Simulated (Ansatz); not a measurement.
Te (trigonal Se type, space group No. 152) at seven volumes, the program Ansatz at the PBE level (PAW), shape and atoms relaxed at each. One row is withheld.

```tsv
V (Å³/atom)	P (GPa)
32.007	2.54
33.063	1.46
34.118	?
35.173	0.00
36.228	-0.43
37.283	-0.74
38.338	-0.93
```

Question: Fit the shown pressures and predict the withheld one.

Answer: P = (3/2)B₀(x^(7/2) − x^(5/2))[1 + (3/4)(B′ − 4)(x − 1)] with x = (V₀/V)^(2/3). Least squares on the six rows gives V₀ = 35.191 Å³/atom, B₀ = 17.2 GPa, B′ = 9.95. At V = 34.118, x = 1.0209 and P = 0.62 GPa. The run itself gave 0.62 GPa.

Space group P3_121 (trigonal Se type). The PBE relaxation kept the symmetry of its start. A crystal of weakly bound chains computed without a dispersion correction: the cell and the soft elastic constants depend strongly on that. Scalar-relativistic: spin–orbit coupling is off unless named, which matters more the heavier the elements.

Potentials: the later of the program's two PAW sets.
